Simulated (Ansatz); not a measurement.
## Rh (diamond): energy against volume

Theory: DFT, PBEsol, plane waves (420 eV) with PAW, scalar-relativistic in Ansatz. (PAW data from PBE, frozen cores regenerated.)

The cell is scaled uniformly from the relaxed one, with fractional coordinates and shape fixed. Energies are extrapolated to zero smearing, pressures are those at the given smearing. Magnetic state: spin not included.

A Birch-Murnaghan fit gives V₀ = 20.03 Å³/atom, B₀ = 151 GPa, B₀′ = 5.0.

(1) What are the energy above the minimum and the pressure at 17.674 Å³/atom?

(2) What are the energy above the minimum and the pressure at 18.477 Å³/atom?

(3) What are the energy above the minimum and the pressure at 19.280 Å³/atom?

## Answers

(1) 167.6 meV/atom and 26.10 GPa as computed.

(2) 66.6 meV/atom and 15.22 GPa as computed.

(3) 14.2 meV/atom and 6.66 GPa as computed.
